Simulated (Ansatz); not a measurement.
Relaxed GaSb (zinc blende):

```
GaSb
1.0
    0.00000     3.10675     3.10675
    3.10675     0.00000     3.10675
    3.10675     3.10675     0.00000
Sb Ga
1 1
Cartesian
  4.66013   4.66013   4.66013
  0.00000   0.00000   0.00000
```

Level of theory: PBE (plane waves to 420 eV, PAW, scalar-relativistic; Ansatz, a quantum-chemistry and plane-wave program). k mesh 11×11×11 (Γ-centred), Fermi-Dirac smearing 0.05 eV. With partly filled bands, energies and forces of such displacements shift with the k mesh and the smearing. At this level the bands of GaSb touch or barely overlap; measurements give the solid a gap. GaSb was relaxed with its symmetry unable to fall. Spin-orbit coupling is left out, though Sb is heavy.

One atom of the cell was then moved (with its periodic images), all else fixed, and the forces (eV/Å) came out as:

| atom | Fx | Fy | Fz |
|---|---|---|---|
| Sb1 | -1.126 | 0.000 | 0.000 |
| Ga2 | 1.126 | 0.000 | 0.000 |

With two atoms only their relative shift counts; take Ga2 as fixed.

Question: Which atom was moved, and by which vector (Å)?

Answer: Sb1, by (0.16, 0.00, 0.00), 0.16 Å in all.

(For displaced atoms, the force is minus the slope of the energy, and its curvature is a force constant, which sets phonon frequencies.)
